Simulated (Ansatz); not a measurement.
**CaH₄SO₆ — field gradients at the nuclei**

The cell is a Materials Project structure (computed, not necessarily an observed phase), atoms as given.

Space group C2/c (No. 15); a = 6.4107, b = 15.0855, c = 5.7642 Å, β = 114.23°.

| site | Wyckoff | site symmetry | x | y | z |
| --- | --- | --- | --- | --- | --- |
| Ca | 4e | 2 | 0.5000 | 0.8299 | 0.2500 |
| H3 | 8f | 1 | 0.7459 | 0.9933 | 0.5900 |
| H7 | 8f | 1 | 0.2500 | 0.0900 | 0.2424 |
| S | 4e | 2 | 0.5000 | 0.3286 | 0.2500 |
| O13 | 8f | 1 | 0.8025 | 0.8846 | 0.0842 |
| O14 | 8f | 1 | 0.4141 | 0.7276 | 0.9048 |
| O17 | 8f | 1 | 0.7072 | 0.0700 | 0.0809 |

One atom of each set is listed; the run and its k-mesh use a cell of 24 atoms with edges of 8.20, 8.20, 5.76 Å.

All values are calculated (Ansatz; DFT, PBE, plane waves and PAW, scalar-relativistic, 420 eV cutoff, Γ-centred 4×4×4 k-points, Fermi–Dirac smearing 0.02 eV), not measured.

V_zz is the principal component of the electric field gradient with the largest magnitude, η = (V_xx − V_yy)/V_zz and C_Q = eQV_zz/h.

⁴³Ca: I = 7/2, Q = -40.80 mb; ²H: I = 1, Q = 2.858 mb; 33S: I = 3/2, Q = -69.40 mb; ¹⁷O: I = 5/2, Q = -25.58 mb. Quadrupole moments are those of Pyykkö's year-2017 table.

(1) Give the quadrupolar parameters of the distinct sites.

Results:

(1) 

```csv
site,atoms,first shell,V_zz (10²¹ V/m²),η,C_Q (MHz)
Ca,2,8 O at 2.37–2.62 Å,-1.91,0.75,1.88
H3,4,1 O at 0.98 Å; also 1 O at 1.88 Å,3.58,0.14,0.247
H7,4,1 O at 0.99 Å; also 1 O at 1.81 Å,3.37,0.15,0.233
S,2,4 O at 1.49–1.50 Å,0.33,0.47,-0.554
O13,4,"1 S at 1.50 Å; also 2 H at 1.81–1.88 Å, 1 Ca at 2.62 Å",13.39,0.06,-8.28
O14,4,1 S at 1.49 Å; also 2 Ca at 2.40–2.58 Å,13.46,0.09,-8.33
O17,4,"2 H at 0.98–0.99 Å, angle 107°; also 1 Ca at 2.37 Å",-14.74,0.73,9.11
```

At H3 and H7 V_zz points along its bond to O (within 2°) in each case. At O13 and O14 V_zz points along its bond to S (within 2°) in each case. At O17 V_zz stands upright on the plane of its two bonds (within 2°).

The largest force is 0.3 eV/Å, so the atoms aren't at the calculated equilibrium and relaxing them would move these values. The lattice is static: at room temperature water may turn and average the couplings of its hydrogen.
